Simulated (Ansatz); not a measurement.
VBiO4:
```cif
data_Bi2O8V2
_chemical_formula_sum 'V2 Bi2 O8'
_space_group_name_H-M_alt 'C2'
_space_group_IT_number 5
_space_group_name_Hall 'C 2y'
_cell_length_a 7.61778
_cell_length_b 5.44273
_cell_length_c 5.24557
_cell_angle_alpha 90.000
_cell_angle_beta 124.017
_cell_angle_gamma 90.000
loop_
_atom_site_label
_atom_site_type_symbol
_atom_site_symmetry_multiplicity
_atom_site_Wyckoff_symbol
_atom_site_fract_x
_atom_site_fract_y
_atom_site_fract_z
_atom_site_occupancy
V1 V 2 a 0.00000 0.36078 0.00000 1
Bi1 Bi 2 b 0.50000 0.42460 0.50000 1
O1 O 4 c 0.12937 0.19136 0.33944 1
O2 O 4 c 0.19359 0.54100 0.03631 1
```
(The calculation used a cell of 6 atoms; values per cell refer to that cell.)

Relaxed with PBEsol. PBEsol in the plane-wave PAW code Ansatz gives a gap of 2.81 eV.

Task: What gap does HSE06 give on the same cell (Ansatz, PAW)?

Result: 4.33 eV, 1.52 eV more. The hybrid was solved on a coarser mesh and at special points; its gap is the smallest among all of these.

Cost on shared cores: the PBEsol run (SCF on a 7×7×7 mesh, then bands and DOS) very roughly 3 core-minutes, the HSE06 run (SCF on 4×4×4, then a few points) roughly 2.9 core-minutes; the tasks are unlike.

The workflow started from a Materials Project entry (that database holds measured and hypothetical structures alike); the Crystallography Open Database copy checked does not list it. It is not the phase usual at ambient conditions (space group No. 88). The cell was relaxed with PBEsol under the symmetry of its start; whether a distortion lowers the energy is not shown. No spin polarisation was allowed. No Hubbard U is applied. Spin–orbit coupling is left out wherever it is not named.

Potentials: the later of the program's two PAW sets.
